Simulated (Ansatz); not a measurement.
Data:

SnS2:
```yaml
crystal:
  lattice:
    - [-2.89176, 2.89176, 4.97639]
    - [2.89176, -2.89176, 4.97639]
    - [2.89176, 2.89176, -4.97639]
  atoms:
    - { symbol: Sn, position: [0.75000, 0.25000, 0.50000] }
    - { symbol: Sn, position: [0.00000, 0.00000, 0.00000] }
    - { symbol: S, position: [0.87500, 0.86972, 0.49472] }
    - { symbol: S, position: [0.13028, 0.62500, 0.00528] }
    - { symbol: S, position: [0.37500, 0.38028, 0.50528] }
    - { symbol: S, position: [0.61972, 0.12500, 0.99472] }
```

This is the PBEsol-relaxed structure.

Problem. All from PBEsol in the plane-wave PAW code Ansatz, unless another level is named. Estimate the band gap.

Solution. 1.74 eV (direct).

Problem. Predict the electron effective mass.

Solution. 0.30 mₑ (isotropic).

Problem. And the valence-band maximum?

Solution. at Γ.

Problem. Give the weight of the conduction-edge state by species (Voronoi cells).

Solution. S 74 %, Sn 26 %.

Space group I-42d. The workflow started from a Materials Project entry (that database holds measured and hypothetical structures alike); the Crystallography Open Database copy checked does not list it. It is not the phase usual at ambient conditions (space group No. 164). The cell was relaxed with PBEsol under the symmetry of its start; whether a distortion lowers the energy is not shown. Spin–orbit coupling is left out wherever it is not named.

Potentials: the later of the program's two PAW sets.
